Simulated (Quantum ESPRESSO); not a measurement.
## Ga2AlInP4 (finding a planted mistake in a log)

A calculation, not a measurement. The program is pw.x of Quantum ESPRESSO 7.5 (plane-wave density functional theory). The cell is made up: 8 atoms on a zincblende/diamond lattice, with randomly drawn elements, strain and displacements, not relaxed. PseudoDojo standard norm-conserving files (v0.5 for PBE, v0.4.1 for LDA and PBEsol) set the functional; there is no spin polarisation, spin-orbit coupling or dispersion term, and the masses in the input are unused placeholders.

Intended input:

```
&control calculation='scf', pseudo_dir='./dojo.nc.sr.pbe.v0_5.standard.upf', outdir='./o', disk_io='low', tprnfor=.true., tstress=.true. /
&system ibrav=0, nat=8, ntyp=4, nbnd=37, ecutwfc=79.96652505, nosym=.true., tot_charge=0,
 occupations='smearing', smearing='fd', degauss=0.0018374661
/
&electrons conv_thr=7.350e-09, electron_maxstep=60, /
ATOMIC_SPECIES
Al 1.0 Al.upf
Ga 1.0 Ga.upf
In 1.0 In.upf
P 1.0 P.upf
CELL_PARAMETERS angstrom
5.3936 -0.0095 0.0566
-0.0095 5.5439 -0.0254
0.0566 -0.0254 5.4238
ATOMIC_POSITIONS angstrom
Ga 0.003 0.003 0.0427
Ga 0.0722 2.7401 2.6626
Al 2.6367 -0.1432 2.6992
In 2.7166 2.7638 0.183
P 1.258 1.2699 1.2865
P 1.4928 3.9654 4.0055
P 4.1802 1.5351 4.1877
P 3.9616 4.0183 1.2866
K_POINTS automatic
4 4 4 1 1 1
```

The log is shortened where brackets say so; the opening notice, blank lines, dates and the lines on written files are dropped, and the path of the files is cut. It prints rydbergs, bohrs and kilobars, and counts compression as positive stress.

Log of the intended run:

```
     Program PWSCF v.7.5
     Parallel version (MPI & OpenMP), running on       4 processor cores
     Number of MPI processes:                 4
     Threads/MPI process:                     1
     [start-up lines left out]
     bravais-lattice index     =            0
     lattice parameter (alat)  =      10.1930  a.u.
     unit-cell volume          =    1094.2997 (a.u.)^3
     number of atoms/cell      =            8
     number of atomic types    =            4
     number of electrons       =        62.00
     number of Kohn-Sham states=           37
     kinetic-energy cutoff     =      79.9665  Ry
     charge density cutoff     =     319.8661  Ry
     scf convergence threshold =      7.3E-09
     mixing beta               =       0.7000
     number of iterations used =            8  plain     mixing
     Exchange-correlation= PBE
                           (   1   4   3   4   0   0   0)
     [axes and pseudopotential details left out]
   Cartesian axes
     site n.     atom                  positions (alat units)
         1        Ga     tau(   1) = (   0.0005562   0.0005562   0.0079163  )
         2        Ga     tau(   2) = (   0.0133855   0.5079993   0.4936312  )
         3        Al     tau(   3) = (   0.4888295  -0.0265485   0.5004166  )
         4        In     tau(   4) = (   0.5036425   0.5123931   0.0339272  )
         5        P      tau(   5) = (   0.2332262   0.2354324   0.2385099  )
         6        P      tau(   6) = (   0.2767568   0.7351631   0.7425974  )
         7        P      tau(   7) = (   0.7749858   0.2845990   0.7763763  )
         8        P      tau(   8) = (   0.7344586   0.7449704   0.2385285  )
     number of k points=    32  Fermi-Dirac smearing, width (Ry)=  0.0018
                       cart. coord. in units 2pi/alat
        k(    1) = (   0.1239257   0.1223966   0.1235910), wk =   0.0625000
        k(    2) = (   0.1213183   0.1235314   0.3722456), wk =   0.0625000
     [further k points left out]
     Dense  grid:   105673 G-vectors     FFT dimensions: (  60,  60,  60)
     Estimated max dynamical RAM per process >     200.54 MB
     Estimated total dynamical RAM >     724.75 MB
     Initial potential from superposition of free atoms
     starting charge      61.9877, renormalised to      62.0000
     Starting wfcs are   47 randomized atomic wfcs
     total cpu time spent up to now is        2.4 secs
     per-process dynamical memory:   143.5 Mb
     Self-consistent Calculation
     iteration #  1     ecut=    79.97 Ry     beta= 0.70
     Davidson diagonalization with overlap
     ethr =  1.00E-02,  avg # of iterations =  4.0
     Threshold (ethr) on eigenvalues was too large:
     Diagonalizing with lowered threshold
     Davidson diagonalization with overlap
     ethr =  6.08E-04,  avg # of iterations =  2.2
     total cpu time spent up to now is        8.4 secs
     total energy              =    -498.73866021 Ry
     estimated scf accuracy    <       0.39283851 Ry
     iteration #  2     ecut=    79.97 Ry     beta= 0.70
     Davidson diagonalization with overlap
     ethr =  6.34E-04,  avg # of iterations =  2.3
     total cpu time spent up to now is       11.2 secs
     total energy              =    -498.83296383 Ry
     estimated scf accuracy    <       0.08647071 Ry
     [iterations 3 to 8 left out]
     iteration #  9     ecut=    79.97 Ry     beta= 0.70
     Davidson diagonalization with overlap
     ethr =  2.75E-10,  avg # of iterations =  3.4
     total cpu time spent up to now is       34.1 secs
     total energy              =    -498.85127798 Ry
     estimated scf accuracy    <          9.2E-09 Ry
     iteration # 10     ecut=    79.97 Ry     beta= 0.70
     Davidson diagonalization with overlap
     ethr =  1.48E-11,  avg # of iterations =  4.2
     total cpu time spent up to now is       37.6 secs
     End of self-consistent calculation
     [lines on levels left out]
!    total energy              =    -498.85127798 Ry
     estimated scf accuracy    <          3.9E-09 Ry
     smearing contrib. (-TS)   =      -0.00000000 Ry
     internal energy E=F+TS    =    -498.85127798 Ry
     The total energy is F=E-TS. E is the sum of the following terms:
     one-electron contribution =    -227.47459965 Ry
     hartree contribution      =     157.91000089 Ry
     xc contribution           =    -142.86000568 Ry
     ewald contribution        =    -286.42667354 Ry
     convergence has been achieved in  10 iterations
     Forces acting on atoms (cartesian axes, Ry/au):
     atom    1 type  2   force =    -0.04260220   -0.05311270   -0.07866798
     atom    2 type  2   force =    -0.01921215    0.00579509   -0.00813626
     atom    3 type  1   force =     0.04357169    0.05535418    0.00902617
     atom    4 type  3   force =    -0.14336112   -0.12724837   -0.11788704
     atom    5 type  4   force =     0.02083772   -0.02178608    0.09450223
     atom    6 type  4   force =    -0.06868216    0.06619358   -0.00458415
     atom    7 type  4   force =     0.01104386   -0.12993164   -0.07670376
     atom    8 type  4   force =     0.19840436    0.20473593    0.18245079
     Total force =     0.472648     Total SCF correction =     0.000209
     Computing stress (Cartesian axis) and pressure
          total   stress  (Ry/bohr**3)                   (kbar)     P=      131.17
   0.00097273   0.00046508   0.00014200          143.09       68.42       20.89
   0.00046508   0.00080052   0.00032589           68.42      117.76       47.94
   0.00014200   0.00032589   0.00090176           20.89       47.94      132.65
     init_run     :      2.20s CPU      2.29s WALL (       1 calls)
     electrons    :     35.05s CPU     35.24s WALL (       1 calls)
     forces       :      0.69s CPU      0.69s WALL (       1 calls)
     stress       :      2.26s CPU      2.26s WALL (       1 calls)
     [timing details left out]
     PWSCF        :     40.34s CPU     40.63s WALL
     JOB DONE.
```

A second run was made from an input with one planted mistake. Its log:

```
     Program PWSCF v.7.5
     Parallel version (MPI & OpenMP), running on       4 processor cores
     Number of MPI processes:                 4
     Threads/MPI process:                     1
     [start-up lines left out]
     bravais-lattice index     =            0
     lattice parameter (alat)  =      10.1930  a.u.
     unit-cell volume          =    1094.2997 (a.u.)^3
     number of atoms/cell      =            8
     number of atomic types    =            4
     number of electrons       =        62.00
     number of Kohn-Sham states=           37
     kinetic-energy cutoff     =      79.9665  Ry
     charge density cutoff     =     319.8661  Ry
     scf convergence threshold =      7.3E-09
     mixing beta               =       0.7000
     number of iterations used =            8  plain     mixing
     Exchange-correlation= PBE
                           (   1   4   3   4   0   0   0)
     [axes and pseudopotential details left out]
   Cartesian axes
     site n.     atom                  positions (alat units)
         1        Ga     tau(   1) = (   0.0005562   0.0005562   0.0079163  )
         2        Ga     tau(   2) = (   0.0133855   0.5079993   0.4936312  )
         3        Al     tau(   3) = (   0.4888295  -0.0265485   0.5004166  )
         4        In     tau(   4) = (   0.5036425   0.5123931   0.0339272  )
         5        P      tau(   5) = (   0.2332262   0.2354324   0.2385099  )
         6        P      tau(   6) = (   0.2767568   0.7351631   0.7425974  )
         7        P      tau(   7) = (   0.7749858   0.2845990   0.7763763  )
         8        P      tau(   8) = (   0.7344586   0.7449704   0.2385285  )
     number of k points=     4  Fermi-Dirac smearing, width (Ry)=  0.0018
                       cart. coord. in units 2pi/alat
        k(    1) = (   0.2478514   0.2447933   0.2471820), wk =   0.5000000
        k(    2) = (   0.2530661   0.2425237  -0.2501272), wk =   0.5000000
     [further k points left out]
     Dense  grid:   105673 G-vectors     FFT dimensions: (  60,  60,  60)
     Estimated max dynamical RAM per process >     140.86 MB
     Estimated total dynamical RAM >     486.02 MB
     Initial potential from superposition of free atoms
     starting charge      61.9877, renormalised to      62.0000
     Starting wfcs are   47 randomized atomic wfcs
     total cpu time spent up to now is        1.3 secs
     per-process dynamical memory:    89.2 Mb
     Self-consistent Calculation
     iteration #  1     ecut=    79.97 Ry     beta= 0.70
     Davidson diagonalization with overlap
     ethr =  1.00E-02,  avg # of iterations =  4.0
     Threshold (ethr) on eigenvalues was too large:
     Diagonalizing with lowered threshold
     Davidson diagonalization with overlap
     ethr =  6.55E-04,  avg # of iterations =  2.0
     total cpu time spent up to now is        2.1 secs
     total energy              =    -498.69782757 Ry
     estimated scf accuracy    <       0.42034483 Ry
     iteration #  2     ecut=    79.97 Ry     beta= 0.70
     Davidson diagonalization with overlap
     ethr =  6.78E-04,  avg # of iterations =  2.0
     total cpu time spent up to now is        2.5 secs
     total energy              =    -498.79781350 Ry
     estimated scf accuracy    <       0.09223982 Ry
     [iterations 3 to 8 left out]
     iteration #  9     ecut=    79.97 Ry     beta= 0.70
     Davidson diagonalization with overlap
     ethr =  2.95E-10,  avg # of iterations =  3.0
     total cpu time spent up to now is        5.7 secs
     total energy              =    -498.81735742 Ry
     estimated scf accuracy    <       0.00000001 Ry
     iteration # 10     ecut=    79.97 Ry     beta= 0.70
     Davidson diagonalization with overlap
     ethr =  2.09E-11,  avg # of iterations =  3.8
     total cpu time spent up to now is        6.2 secs
     End of self-consistent calculation
     [lines on levels left out]
!    total energy              =    -498.81735743 Ry
     estimated scf accuracy    <          4.6E-09 Ry
     smearing contrib. (-TS)   =      -0.00000000 Ry
     internal energy E=F+TS    =    -498.81735743 Ry
     The total energy is F=E-TS. E is the sum of the following terms:
     one-electron contribution =    -227.49468593 Ry
     hartree contribution      =     157.99574631 Ry
     xc contribution           =    -142.89174427 Ry
     ewald contribution        =    -286.42667354 Ry
     convergence has been achieved in  10 iterations
     Forces acting on atoms (cartesian axes, Ry/au):
     atom    1 type  2   force =    -0.04257647   -0.05234773   -0.07877540
     atom    2 type  2   force =    -0.01954734    0.00462832   -0.00712378
     atom    3 type  1   force =     0.04322961    0.05392559    0.00895839
     atom    4 type  3   force =    -0.14265555   -0.12771685   -0.11985583
     atom    5 type  4   force =     0.02018463   -0.02247747    0.09518833
     atom    6 type  4   force =    -0.06847058    0.06788333   -0.00595677
     atom    7 type  4   force =     0.01181639   -0.12955901   -0.07595518
     atom    8 type  4   force =     0.19801932    0.20566382    0.18352024
     Total force =     0.473589     Total SCF correction =     0.000281
     Computing stress (Cartesian axis) and pressure
          total   stress  (Ry/bohr**3)                   (kbar)     P=      134.92
   0.00100126   0.00045937   0.00014897          147.29       67.58       21.91
   0.00045937   0.00082163   0.00032307           67.58      120.87       47.52
   0.00014897   0.00032307   0.00092861           21.91       47.52      136.60
     init_run     :      1.18s CPU      1.22s WALL (       1 calls)
     electrons    :      4.85s CPU      4.89s WALL (       1 calls)
     forces       :      0.19s CPU      0.19s WALL (       1 calls)
     stress       :      0.39s CPU      0.39s WALL (       1 calls)
     [timing details left out]
     PWSCF        :      6.69s CPU      6.79s WALL
     JOB DONE.
```

Question: what was wrong in the second input?

Answer: the k-point mesh is too coarse. The input lines that differ, file-writing options aside:

```
- 4 4 4 1 1 1
+ 2 2 2 1 1 1
```

|  | intended run | run with the mistake |
| --- | --- | --- |
| free energy (eV) | -6787.217 | -6786.756 |
| smearing term -TS (eV) | 0.0000 | 0.0000 |
| pressure (GPa) | 13.12 | 13.49 |
| largest force component (eV/Å) | 5.264 | 5.288 |
| largest change of a force component (eV/Å) |  | 0.051 |
| iterations | 10 | 10 |

For scale, a rerun of the intended cell at 1377 eV and a 6 x 6 x 6 mesh moved values by no more than 0.008 eV in energy, 0.02 GPa in stress and 0.002 eV/Å in force.